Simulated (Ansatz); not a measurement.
## Li: stiffness from a series of strains

```xyz
3
Lattice="1.5505 0.8952 7.5883 -1.5505 0.8952 7.5883 0.0000 -1.7904 7.5883" Properties=species:S:1:pos:R:3 pbc="T T T"
Li    0.0000    0.0000    0.0000
Li    0.0000    0.0000    5.0538
Li    0.0000    0.0000   17.7111
```

Atoms are numbered in the order listed.

The cell is a measured one (Crystallography Open Database entry 9017802); the temperature and pressure of the measurement aren't taken into account, and nothing was relaxed.

These are results of Ansatz 0.2.0, DFT, PBEsol, all-electron LAPW, scalar-relativistic, not measurements.

The runs use a Γ-centred 12×12×12 k mesh, Fermi–Dirac smearing of 0.05 eV, basis error target 1 meV/atom, no spin polarisation.

The strain is applied along the Cartesian axes of the cell as listed (the other components stay zero). Fractional coordinates are held (clamped ions).

σ is the change of stress from the unstrained cell, which is at -0.53 GPa; tension is positive, so slopes are stress–strain coefficients at that pressure. In a metal the k mesh adds noise.

Only quantities that a quadratic follows smoothly over the whole series are listed; rougher ones are left out.

| εxx = εyy | σzz (GPa) | σxx (GPa) |
| --- | --- | --- |
| -0.0300 | -0.33 | -1.04 |
| -0.0200 | -0.21 | -0.67 |
| -0.0100 | -0.09 | -0.33 |
| 0.0000 | 0.00 | 0.00 |
| 0.0100 | 0.07 | 0.31 |
| 0.0300 | 0.16 | 0.87 |

Q: Fit the series and read off the stiffness at zero strain.

A: Least-squares fits y = p0 + p1 x + p2 x² to the rows give σzz (GPa): p1 = 8.21, p2 = -94; σxx (GPa): p1 = 31.8, p2 = -94. So C13 + C23 = 8 GPa and C11 + C12 = 32 GPa, for these axes.

Q: One run, at εxx = εyy = 0.0200, is withheld. Predict its row.

A: The fits give 0.13, 0.60; the run gave 0.12, 0.60.
